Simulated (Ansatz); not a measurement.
Here is the system:

LaCu2:
```
CELL_PARAMETERS angstrom
      4.30017     0.00000     0.00000
     -2.15008     3.72405     0.00000
      0.00000     0.00000     3.86584
ATOMIC_POSITIONS crystal
  La 0.00000 0.00000 0.00000
  Cu 0.33333 0.66667 0.50000
  Cu 0.66667 0.33333 0.50000
```

This is the r²SCAN-relaxed structure.

Q: All from r²SCAN (plane waves, PAW; program Ansatz), unless another level is named. Predict the density of states at the Fermi level.

A: 0.58 states/eV per atom (mean over ±0.08 eV).

Q: What about the formation energy from the elements (no fitted shifts)?

A: -19 kJ/mol of atoms.

Space group P6/mmm. The first step of the workflow began from a Materials Project structure, measured or hypothetical; the Crystallography Open Database files this formula in space group No. 191, but the cells were not matched. Whether it is the stable phase at ambient conditions was not checked. The cell was relaxed with r²SCAN under the symmetry of its start; whether a distortion lowers the energy is not shown. The run is not spin-polarised. The references are the lowest solids computed at this level, not always the standard phases. Scalar-relativistic: spin–orbit coupling is off unless named, which matters more the heavier the elements.

Potentials: the later of the program's two PAW sets.
